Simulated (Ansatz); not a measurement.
SiGe (Pmma), relaxed with r²SCAN (Ansatz, an electronic-structure program, plane waves, PAW): a = 3.9280 Å, b = 3.9257 Å, c = 11.0988 Å, α = β = γ = 90.00°.

| Quantity | Result |
|---|---|
| gap (eV) | 0.55 |
| ΔH_f (eV/atom) | 0.01 |
| B₀ by P(V) fit (GPa) | 84.2 |
| K_Hill (GPa) | 84.4 |
| G_Hill (GPa) | 62.5 |
| electron conductivity mass (mₑ) | 0.28 |
| Θ_D (K) | 474 |

**Question.** The same phase is relaxed and computed with PBEsol in the same code. What are the cell and these values now?

**Answer.** a = 3.9250 Å, b = 3.9224 Å, c = 11.0821 Å, α = 90.00°, β = 90.00°, γ = 90.00°.

* **gap (eV)**: 0.25
* **ΔH_f (eV/atom)**: 0.01
* **B₀ by P(V) fit (GPa)**: 80.9
* **K_Hill (GPa)**: 81.1
* **G_Hill (GPa)**: 56.0
* **electron conductivity mass (mₑ)**: 0.28
* **Θ_D (K)**: 449

Typed or built starts, not in the databases checked: SiGe, Pmma (Si on 2e, Si on 2f, Ge on 2e, Ge on 2f). All cells were relaxed under the symmetry of their starts (and spin orders); stability against distortions was not tested throughout. Spin–orbit coupling is left out wherever it is not named.

Potentials: the later of the program's two PAW sets.

Ansatz is a plane-wave DFT program.

Formation energies count from the lowest solids of the elements computed at the same level, not from gases.
